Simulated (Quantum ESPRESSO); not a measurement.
**Band energies of Cs2KCoF6**

```
CELL_PARAMETERS angstrom
      0.00000     4.51872     4.51872
      4.51872     0.00000     4.51872
      4.51872     4.51872     0.00000
ATOMIC_POSITIONS crystal
  F  0.20900 0.79100 0.20900
  F  0.79100 0.20900 0.79100
  F  0.20900 0.79100 0.79100
  F  0.79100 0.20900 0.20900
  F  0.20900 0.20900 0.79100
  F  0.79100 0.79100 0.20900
  K  0.50000 0.50000 0.50000
  Co 0.00000 0.00000 0.00000
  Cs 0.25000 0.25000 0.25000
  Cs 0.75000 0.75000 0.75000
```

PBEsol (pw.x of Quantum ESPRESSO, ONCV potentials, scalar-relativistic); path ΓXWKΓLUWLK,UX; energies in eV from the valence-band maximum.

```
k (1/Å)  point  band 39  band 40  band 41  band 42  band 43  band 44  band 45  band 46
-------  -----  -------  -------  -------  -------  -------  -------  -------  -------
0.00         Γ    -2.57    -2.57    -0.02    -0.02    -0.02     1.22     1.22     4.28
0.23              -2.60    -2.57    -0.04    -0.01    -0.01     1.22     1.25     4.68
0.46              -2.67    -2.58    -0.08     0.00     0.00     1.19     1.23     5.50
0.70         X    -2.72    -2.58    -0.10     0.00     0.00     1.11     1.23     5.99
0.70         W    -2.63    -2.63    -0.05    -0.05     0.00     1.14     1.27     6.20
0.94         K    -2.69    -2.59    -0.07    -0.02    -0.01     1.16     1.26     6.18
1.13              -2.65    -2.61    -0.03    -0.03    -0.01     1.21     1.29     5.85
1.31              -2.61    -2.61    -0.04    -0.02    -0.02     1.23     1.28     5.19
1.49              -2.58    -2.58    -0.03    -0.02    -0.02     1.23     1.24     4.55
1.68         Γ    -2.57    -2.57    -0.02    -0.02    -0.02     1.22     1.22     4.28
1.88              -2.58    -2.58    -0.03    -0.02    -0.02     1.24     1.24     4.59
2.08              -2.61    -2.61    -0.04    -0.01    -0.01     1.27     1.27     5.34
2.28         L    -2.63    -2.63    -0.04    -0.01    -0.01     1.29     1.29     5.90
2.49              -2.65    -2.61    -0.05    -0.02    -0.01     1.23     1.28     6.06
2.71         U    -2.69    -2.59    -0.07    -0.02    -0.01     1.16     1.26     6.18
2.71         W    -2.63    -2.63    -0.05    -0.05     0.00     1.14     1.27     6.20
2.83              -2.63    -2.63    -0.05    -0.04     0.00     1.17     1.27     6.20
2.95              -2.63    -2.63    -0.04    -0.03    -0.01     1.22     1.28     6.10
3.08              -2.63    -2.63    -0.04    -0.02    -0.01     1.27     1.29     5.96
3.20         L    -2.63    -2.63    -0.04    -0.01    -0.01     1.29     1.29     5.90
3.30              -2.63    -2.63    -0.04    -0.02    -0.01     1.27     1.29     5.95
3.41              -2.65    -2.61    -0.05    -0.02    -0.01     1.23     1.28     6.06
3.52              -2.67    -2.60    -0.06    -0.02    -0.01     1.19     1.27     6.14
3.62         K    -2.69    -2.59    -0.07    -0.02    -0.01     1.16     1.26     6.18
3.62         U    -2.69    -2.59    -0.07    -0.02    -0.01     1.16     1.26     6.18
3.87         X    -2.72    -2.58    -0.10     0.00     0.00     1.11     1.23     5.99
```

The PBEsol gap is direct, 1.11 eV at X. Another valence extremum on the path lies within 0.02 eV, too close to call.

The 3d shell has no Hubbard U; the runs are without spin polarisation, and magnetic order was not tried.

Geometry of the Materials Project entry, not relaxed at this level.

The structure is a Materials Project entry; no match was found in the copy of COD used, and its stability was not checked.
